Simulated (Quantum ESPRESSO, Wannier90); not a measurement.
**Tight-binding from DFT: InSe (C2/m)**

Materials Project entry mp-21405; symmetrised, unrelaxed at this level. Not found in the COD (Crystallography Open Database) copy used, which has the formula in other groups; not checked further. Computed values, not measurements, from PBEsol: Quantum ESPRESSO (norm-conserving PseudoDojo potentials, cutoff 69 Ry, spinors with spin-orbit coupling) on a Γ-centred 4×4×4 mesh, then Wannier90. Density: 8×6×8 mesh, cold smearing 0.01 Ry. The cell is built of weakly bound layers, chains or molecules, whose nearest atoms lie 3.55 Å apart. Database cells relaxed without dispersion often hold them too far apart, which can enlarge gaps and weakens couplings between them; spacing and stacking were not compared with the measured crystal.

On the energy scale of pw.x, whose zero is arbitrary, the valence-band maximum lies at 7.41 eV.

Input w.win:

```
num_bands = 52
num_wann = 32
exclude_bands = 1-40
spinors = true
num_iter = 1000
conv_tol = 1.0e-6
conv_window = 4
dis_num_iter = 1000
dis_conv_tol = 1.0e-6
dis_froz_max = 11.99
write_hr = true
write_u_matrices = true
begin projections
f=0.10248,-0.05385,0.21666: s;p
f=-0.11813,0.04652,-0.21802: s;p
f=0.34933,0.33105,-0.32450: s;p
f=-0.33793,-0.32747,0.33065: s;p
end projections
begin unit_cell_cart
ang
    0.0000000000    4.1093000000    0.0000000000
   -1.7232320000    0.0000000000    4.7713520000
    5.8263950000   -2.0546500000    0.0000000000
end unit_cell_cart
begin atoms_frac
In   0.1118000000 -0.0468400000  0.2236000000
In  -0.1118000000  0.0468400000 -0.2236000000
Se   0.3390700000  0.3310400000 -0.3218600000
Se  -0.3390700000 -0.3310400000  0.3218600000
end atoms_frac
mp_grid = 4 4 4
begin kpoints
0.0000000000 0.0000000000 0.0000000000
0.0000000000 0.0000000000 0.2500000000
0.0000000000 0.0000000000 0.5000000000
... (61 more lines: the 4x4x4 mesh through Gamma)
end kpoints
```

Input of pw2wannier90.x that gives the overlap and projection files (equivalent; here they were cut from one run over all bands):

```
&inputpp
  outdir = './out'
  prefix = 'pwscf'
  seedname = 'w'
  write_amn = .true.
  write_mmn = .true.
/
```

Output w.wout (banner and timings cut):

```
                                    ------
                                    SYSTEM
                                    ------

                              Lattice Vectors (Ang)
                    a_1     0.000000   4.109300   0.000000
                    a_2    -1.723232   0.000000   4.771352
                    a_3     5.826395  -2.054650   0.000000

                   Unit Cell Volume:     114.23764  (Ang^3)

                        Reciprocal-Space Vectors (Ang^-1)
                    b_1     0.539200   1.529016   0.194739
                    b_2    -0.000000   0.000000   1.316856
                    b_3     1.078400  -0.000000   0.389477

 *----------------------------------------------------------------------------*
 |   Site       Fractional Coordinate          Cartesian Coordinate (Ang)     |
 +----------------------------------------------------------------------------+
 | in   1   0.11180  -0.04684   0.22360   |    1.38350   0.00000  -0.22349    |
 | in   2  -0.11180   0.04684  -0.22360   |   -1.38350   0.00000   0.22349    |
 | se   1   0.33907   0.33104  -0.32186   |   -2.44574   2.05465   1.57951    |
 | se   2  -0.33907  -0.33104   0.32186   |    2.44574  -2.05465  -1.57951    |
 *----------------------------------------------------------------------------*
                                ------------
                                K-POINT GRID
                                ------------

             Grid size =  4 x  4 x  4      Total points =   64

 *---------------------------------- MAIN ------------------------------------*
 |  Number of Wannier Functions               :                32             |
 |  Number of Objective Wannier Functions     :                32             |
 |  Number of input Bloch states              :                52             |
 |  Output verbosity (1=low, 5=high)          :                 1             |
 |  Timing Level (1=low, 5=high)              :                 1             |
 |  Optimisation (0=memory, 3=speed)          :                 3             |
 |  Length Unit                               :               Ang             |
 |  Post-processing setup (write *.nnkp)      :                 F             |
 |  Using Gamma-only branch of algorithms     :                 F             |
 *----------------------------------------------------------------------------*
 *------------------------------- WANNIERISE ---------------------------------*
 |  Total number of iterations                :              1000             |
 |  Number of CG steps before reset           :                 5             |
 |  Trial step length for line search         :             2.000             |
 |  Convergence tolerence                     :         0.100E-05             |
 |  Convergence window                        :                 4             |
 |  Iterations between writing output         :                 1             |
 |  Iterations between backing up to disk     :               100             |
 |  Write r^2_nm to file                      :                 F             |
 |  Write xyz WF centres to file              :                 F             |
 |  Write on-site energies <0n|H|0n> to file  :                 F             |
 |  Use guiding centre to control phases      :                 F             |
 |  Use phases for initial projections        :                 F             |
 *----------------------------------------------------------------------------*
 *------------------------------- DISENTANGLE --------------------------------*
 |  Using band disentanglement                :                 T             |
 |  Total number of iterations                :              1000             |
 |  Mixing ratio                              :             0.500             |
 |  Convergence tolerence                     :         1.000E-06             |
 |  Convergence window                        :                 3             |
 *----------------------------------------------------------------------------*
 *-------------------------------- PLOTTING ----------------------------------*
 |  Plotting Hamiltonian in WF basis          :                 T             |
 *----------------------------------------------------------------------------*

 *---------------------------------- K-MESH ----------------------------------*
 +----------------------------------------------------------------------------+
 |                    Distance to Nearest-Neighbour Shells                    |
 |                    ------------------------------------                    |
 |          Shell             Distance (Ang^-1)          Multiplicity         |
 |          -----             -----------------          ------------         |
 |             1                   0.286644                      2            |
 |             2                   0.329214                      2            |
 |             3                   0.355579                      2            |
 |             4                   0.408239                      4            |
 |             5                   0.492936                      4            |
 |             6                   0.504636                      2            |
 |             7                   0.554163                      4            |
 |             8                   0.555716                      2            |
       ... (lines left out)
 +----------------------------------------------------------------------------+
 | The b-vectors are chosen automatically                                     |
 | The following shells are used:                       1,  2,  3,  4         |
 +----------------------------------------------------------------------------+
 |                        Shell   # Nearest-Neighbours                        |
 |                        -----   --------------------                        |
 |                          1               2                                 |
 |                          2               2                                 |
 |                          3               2                                 |
 |                          4               4                                 |
 +----------------------------------------------------------------------------+
 | Completeness relation is fully satisfied [Eq. (B1), PRB 56, 12847 (1997)]  |
 +----------------------------------------------------------------------------+
 |                  b_k Vectors (Ang^-1) and Weights (Ang^2)                  |
 |                  ----------------------------------------                  |
 |            No.         b_k(x)      b_k(y)      b_k(z)        w_b           |
 |            ---        --------------------------------     --------        |
 |             1         0.269600    0.000000    0.097369     3.989028        |
 |             2        -0.269600    0.000000   -0.097369     3.989028        |
 |             3         0.000000    0.000000    0.329214     3.180492        |
 |             4         0.000000    0.000000   -0.329214     3.180492        |
 |             5        -0.269600    0.000000    0.231845     2.034576        |
 |             6         0.269600    0.000000   -0.231845     2.034576        |
 |             7         0.134800    0.382254    0.048685     1.710945        |
 |             8        -0.134800    0.382254   -0.048685     1.710945        |
 |             9        -0.134800   -0.382254   -0.048685     1.710945        |
 |            10         0.134800   -0.382254    0.048685     1.710945        |
 +----------------------------------------------------------------------------+
 |                           b_k Directions (Ang^-1)                          |
 |                           -----------------------                          |
 |            No.           x           y           z                         |
 |            ---        --------------------------------                     |
 |             1         0.269600    0.000000    0.097369                     |
 |             2         0.000000    0.000000    0.329214                     |
 |             3        -0.269600    0.000000    0.231845                     |
 |             4         0.134800    0.382254    0.048685                     |
 |             5        -0.134800    0.382254   -0.048685                     |
 +----------------------------------------------------------------------------+

 Starting a new Wannier90 calculation ...

 Reading overlaps from w.mmn

 Reading projections from w.amn

 *------------------------------- DISENTANGLE --------------------------------*
 +----------------------------------------------------------------------------+
 |                              Energy  Windows                               |
 |                              ---------------                               |
 |                   Outer:   -5.73527  to   21.76234  (eV)                   |
 |                   Inner:   -5.73527  to   11.99000  (eV)                   |
 +----------------------------------------------------------------------------+
   Number of target bands to extract:   32

                   Unitarised projection of Wannier functions
                   ------------------------------------------
   A_mn = <psi_m|g_n> --> S = A.A^+ --> U = S^-1/2.A
   In dis_project... done
   Using an inner window (linner = T)
   In dis_proj_froz... done

                   Extraction of optimally-connected subspace
                   ------------------------------------------
 +---------------------------------------------------------------------+<-- DIS
 |  Iter     Omega_I(i-1)      Omega_I(i)      Delta (frac.)           |<-- DIS
 +---------------------------------------------------------------------+<-- DIS
       1      64.99092132      59.77952594       8.718E-02    <-- DIS
       2      60.22999740      58.94651617       2.177E-02    <-- DIS
       3      59.29351488      58.45813331       1.429E-02    <-- DIS
       4      58.67552096      58.14421606       9.138E-03    <-- DIS
       5      58.27051489      57.93114431       5.858E-03    <-- DIS
       6      58.00203745      57.78090239       3.827E-03    <-- DIS
       ... (lines left out)
      43      57.32047827      57.32042401       9.467E-07    <-- DIS
      44      57.32044039      57.32039490       7.935E-07    <-- DIS
      45      57.32040884      57.32037069       6.655E-07    <-- DIS

             <<<      Delta < 1.000E-06  over  3 iterations     >>>
             <<< Disentanglement convergence criteria satisfied >>>

        Final Omega_I    57.32037069 (Ang^2)

 +----------------------------------------------------------------------------+

 Writing checkpoint file w.chk... done

 *------------------------------- WANNIERISE ---------------------------------*
 +--------------------------------------------------------------------+<-- CONV
 | Iter  Delta Spread     RMS Gradient      Spread (Ang^2)            |<-- CONV
 +--------------------------------------------------------------------+<-- CONV

 ------------------------------------------------------------------------------
 Initial State
  WF centre and spread    1  (  1.359802, -0.022364, -0.257378 )     2.41560166
  WF centre and spread    2  (  1.359802, -0.022364, -0.257378 )     2.41560171
  WF centre and spread    3  (  1.242751, -0.000490, -0.256251 )     3.53122014
  WF centre and spread    4  (  1.242752, -0.000490, -0.256251 )     3.53122023
  WF centre and spread    5  (  1.743269, -0.000029, -0.389704 )     3.69502288
  WF centre and spread    6  (  1.743269, -0.000028, -0.389704 )     3.69502312
  WF centre and spread    7  (  1.263592,  0.024037, -0.026850 )     3.43057222
  WF centre and spread    8  (  1.263592,  0.024036, -0.026850 )     3.43057240
  WF centre and spread    9  ( -1.358127, -0.038644,  0.224107 )     2.42525889
  WF centre and spread   10  ( -1.358127, -0.038644,  0.224107 )     2.42525881
  WF centre and spread   11  ( -1.242980, -0.000047,  0.289019 )     3.54546587
  WF centre and spread   12  ( -1.242980, -0.000047,  0.289019 )     3.54546618
  WF centre and spread   13  ( -1.747395, -0.001471,  0.389400 )     3.69426530
  WF centre and spread   14  ( -1.747395, -0.001471,  0.389400 )     3.69426460
  WF centre and spread   15  ( -1.263941,  0.040154,  0.026651 )     3.43454620
  WF centre and spread   16  ( -1.263941,  0.040154,  0.026650 )     3.43454634
  WF centre and spread   17  ( -2.448723,  2.098672,  1.404616 )     1.84998608
  WF centre and spread   18  ( -2.448723,  2.098672,  1.404616 )     1.84998607
  WF centre and spread   19  ( -2.422577,  2.056868,  1.658494 )     1.96092113
  WF centre and spread   20  ( -2.422577,  2.056868,  1.658494 )     1.96092105
  WF centre and spread   21  ( -2.428067,  2.056668,  1.613810 )     1.91104457
  WF centre and spread   22  ( -2.428067,  2.056668,  1.613810 )     1.91104440
  WF centre and spread   23  ( -2.484907,  2.015646,  1.629515 )     1.87754032
  WF centre and spread   24  ( -2.484907,  2.015646,  1.629515 )     1.87754049
  WF centre and spread   25  (  2.476038, -2.067989, -1.388950 )     1.85003519
  WF centre and spread   26  (  2.476038, -2.067989, -1.388950 )     1.85003520
  WF centre and spread   27  (  2.424573, -2.055475, -1.672330 )     1.94563201
  WF centre and spread   28  (  2.424574, -2.055475, -1.672330 )     1.94563209
  WF centre and spread   29  (  2.403190, -2.055101, -1.613152 )     1.90904927
  WF centre and spread   30  (  2.403190, -2.055101, -1.613152 )     1.90904936
  WF centre and spread   31  (  2.486232, -2.043269, -1.628802 )     1.88075268
  WF centre and spread   32  (  2.486232, -2.043269, -1.628802 )     1.88075258
  Sum of centres and spreads (  0.005464,  0.014331,  0.004391 )    82.71382906

      0     0.827E+02     0.0000000000       82.7138290630  <-- CONV
        O_D=      0.1819139 O_OD=     25.2115445 O_TOT=     82.7138291 <-- SPRD
 ------------------------------------------------------------------------------
      1    -0.858E+00     1.0981059248       81.8561199308  <-- CONV
        O_D=      0.1832867 O_OD=     24.3524625 O_TOT=     81.8561199 <-- SPRD
      2    -0.673E+00     0.9616699787       81.1835597141  <-- CONV
        O_D=      0.1887163 O_OD=     23.6744727 O_TOT=     81.1835597 <-- SPRD
      3    -0.335E+00     0.7091675917       80.8483175997  <-- CONV
        O_D=      0.1720897 O_OD=     23.3558572 O_TOT=     80.8483176 <-- SPRD
      4    -0.292E+00     0.5569654218       80.5560668572  <-- CONV
        O_D=      0.1774467 O_OD=     23.0582495 O_TOT=     80.5560669 <-- SPRD
      5    -0.759E+00     0.6862894912       79.7965769641  <-- CONV
        O_D=      0.2353361 O_OD=     22.2408701 O_TOT=     79.7965770 <-- SPRD
       ... (lines left out)
    100    -0.279E-02     0.0545162836       66.2544752312  <-- CONV
        O_D=      0.1228522 O_OD=      8.8112523 O_TOT=     66.2544752 <-- SPRD
       ... (lines left out)
    200    -0.230E-04     0.0054445159       66.2071453666  <-- CONV
        O_D=      0.1220778 O_OD=      8.7646969 O_TOT=     66.2071454 <-- SPRD
       ... (lines left out)
    270    -0.838E-06     0.0012689622       66.2067268402  <-- CONV
        O_D=      0.1220147 O_OD=      8.7643415 O_TOT=     66.2067268 <-- SPRD
    271    -0.990E-06     0.0010339485       66.2067258499  <-- CONV
        O_D=      0.1220145 O_OD=      8.7643407 O_TOT=     66.2067258 <-- SPRD
    272    -0.765E-06     0.0009967768       66.2067250846  <-- CONV
        O_D=      0.1220130 O_OD=      8.7643414 O_TOT=     66.2067251 <-- SPRD
             <<<     Delta < 1.000E-06  over  4 iterations     >>>
             <<< Wannierisation convergence criteria satisfied >>>
 Final State
  WF centre and spread    1  (  0.921568, -0.000161, -1.016743 )     2.46627291
  WF centre and spread    2  (  0.921569, -0.000161, -1.016742 )     2.46627309
  WF centre and spread    3  (  1.185881, -0.746201,  0.252135 )     2.43833838
  WF centre and spread    4  (  1.185881, -0.746201,  0.252135 )     2.43833871
  WF centre and spread    5  (  2.319011, -0.000229, -0.425096 )     2.47767250
  WF centre and spread    6  (  2.319011, -0.000229, -0.425096 )     2.47767270
  WF centre and spread    7  (  1.185914,  0.746344,  0.252120 )     2.43811983
  WF centre and spread    8  (  1.185914,  0.746344,  0.252120 )     2.43811980
  WF centre and spread    9  ( -1.186086, -0.746381, -0.252027 )     2.43804654
  WF centre and spread   10  ( -1.186085, -0.746381, -0.252027 )     2.43804641
  WF centre and spread   11  ( -0.921552,  0.000010,  1.016803 )     2.46624601
  WF centre and spread   12  ( -0.921552,  0.000011,  1.016804 )     2.46624594
  WF centre and spread   13  ( -2.319115,  0.000255,  0.425113 )     2.47775254
  WF centre and spread   14  ( -2.319115,  0.000255,  0.425113 )     2.47775215
  WF centre and spread   15  ( -1.185831,  0.746189, -0.252305 )     2.43831995
  WF centre and spread   16  ( -1.185831,  0.746189, -0.252305 )     2.43832018
  WF centre and spread   17  ( -2.326346,  2.054850,  1.008795 )     1.88809844
  WF centre and spread   18  ( -2.326346,  2.054850,  1.008795 )     1.88809837
  WF centre and spread   19  ( -2.720370,  2.498618,  1.723982 )     1.62168088
  WF centre and spread   20  ( -2.720370,  2.498618,  1.723982 )     1.62168096
  WF centre and spread   21  ( -2.012276,  2.053825,  1.867327 )     1.59965443
  WF centre and spread   22  ( -2.012276,  2.053825,  1.867327 )     1.59965427
  WF centre and spread   23  ( -2.721666,  1.611439,  1.723363 )     1.62184966
  WF centre and spread   24  ( -2.721665,  1.611438,  1.723363 )     1.62184970
  WF centre and spread   25  (  2.326279, -2.054639, -1.008811 )     1.88810118
  WF centre and spread   26  (  2.326279, -2.054639, -1.008811 )     1.88810121
  WF centre and spread   27  (  2.721177, -2.498157, -1.723569 )     1.62178832
  WF centre and spread   28  (  2.721177, -2.498157, -1.723569 )     1.62178821
  WF centre and spread   29  (  2.012325, -2.054872, -1.867373 )     1.59968539
  WF centre and spread   30  (  2.012325, -2.054872, -1.867373 )     1.59968545
  WF centre and spread   31  (  2.720917, -1.610966, -1.723697 )     1.62173546
  WF centre and spread   32  (  2.720917, -1.610966, -1.723697 )     1.62173552
  Sum of centres and spreads ( -0.000335, -0.000152,  0.000034 )    66.20672508

         Spreads (Ang^2)       Omega I      =    57.320370690
        ================       Omega D      =     0.122013007
                               Omega OD     =     8.764341387
    Final Spread (Ang^2)       Omega Total  =    66.206725085
```
